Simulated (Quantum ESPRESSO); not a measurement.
Band energies of WO₃

```
WO3
1.0
    3.76884     0.00000     0.00000
    0.00000     3.76884     0.00000
    0.00000     0.00000     3.76884
O W
3 1
Direct
  0.00000   0.00000   0.50000
  0.50000   0.00000   0.00000
  0.00000   0.50000   0.00000
  0.00000   0.00000   0.00000
```

LDA (Quantum ESPRESSO, PseudoDojo norm-conserving, 84 Ry, no spin-orbit coupling); path ΓXMΓRX,MR; energies in eV from the valence-band maximum.

```csv
k (1/Å),point,band 12,band 13,band 14,band 15,band 16,band 17,band 18,band 19
0.00,Γ,-1.23,-1.23,-1.07,-1.07,-1.07,0.58,0.58,0.58
0.24,,-1.84,-1.69,-1.29,-1.12,-1.12,0.59,1.55,1.55
0.48,,-2.48,-2.28,-1.43,-1.11,-1.11,0.62,3.04,3.04
0.83,X,-2.69,-2.58,-1.56,-1.10,-1.10,0.64,4.25,4.25
1.04,,-2.79,-2.27,-1.58,-1.42,-1.26,1.41,4.25,4.38
1.35,,-3.33,-2.13,-2.05,-1.86,-0.34,3.32,4.27,5.09
1.56,,-3.61,-2.20,-2.02,-1.99,-0.05,4.16,4.27,5.61
1.67,M,-3.65,-2.21,-2.01,-2.01,-0.01,4.27,4.27,5.69
1.88,,-3.54,-2.18,-1.99,-1.98,-0.15,4.00,4.05,5.34
2.10,,-3.21,-2.08,-1.91,-1.89,-0.50,3.30,3.43,4.44
2.42,,-2.36,-1.72,-1.71,-1.60,-1.02,1.88,2.05,2.64
2.63,,-1.66,-1.37,-1.33,-1.32,-1.18,1.01,1.10,1.37
2.85,Γ,-1.23,-1.23,-1.07,-1.07,-1.07,0.58,0.58,0.58
2.95,,-1.38,-1.22,-1.22,-1.13,-1.13,0.73,0.76,0.76
3.16,,-2.24,-2.01,-1.30,-1.30,-1.11,1.49,1.64,1.64
3.46,,-3.73,-3.55,-1.11,-1.11,-0.79,2.90,3.20,3.20
3.67,,-4.55,-4.54,-0.77,-0.77,-0.51,3.87,4.16,4.16
3.98,,-5.36,-5.36,-0.23,-0.23,-0.15,5.16,5.28,5.28
4.19,,-5.60,-5.60,-0.03,-0.03,-0.02,5.65,5.67,5.67
4.29,R,-5.63,-5.63,0.00,0.00,0.00,5.72,5.72,5.72
4.49,,-5.54,-5.47,-0.13,-0.09,-0.05,5.42,5.55,5.60
4.68,,-5.30,-4.97,-0.45,-0.36,-0.21,4.65,5.14,5.28
4.98,,-4.30,-3.54,-1.13,-1.02,-0.68,3.04,4.56,4.71
5.17,,-3.39,-2.33,-1.82,-1.22,-1.12,1.87,4.35,4.42
5.47,X,-2.69,-2.58,-1.56,-1.10,-1.10,0.64,4.25,4.25
5.47,M,-3.65,-2.21,-2.01,-2.01,-0.01,4.27,4.27,5.69
5.56,,-3.79,-2.40,-1.87,-1.87,-0.01,4.30,4.30,5.69
5.84,,-4.78,-4.43,-0.81,-0.81,-0.01,4.70,4.70,5.70
6.02,,-5.31,-5.31,-0.28,-0.28,0.00,5.22,5.22,5.71
6.30,R,-5.63,-5.63,0.00,0.00,0.00,5.72,5.72,5.72
```

The LDA gap is indirect, 0.58 eV, from R to Γ; the smallest direct gap is 1.66 eV. Another valence extremum on the path lies within 0.02 eV, too close to call.

Spin-orbit coupling is left out, which matters for elements this heavy: edges can move by tenths of an eV. The cell is held in this high symmetry; tilts and polar distortions were not searched.

Geometry relaxed with LDA.

The structure is a Materials Project entry; no match was found in the copy of COD used, and its stability was not checked.
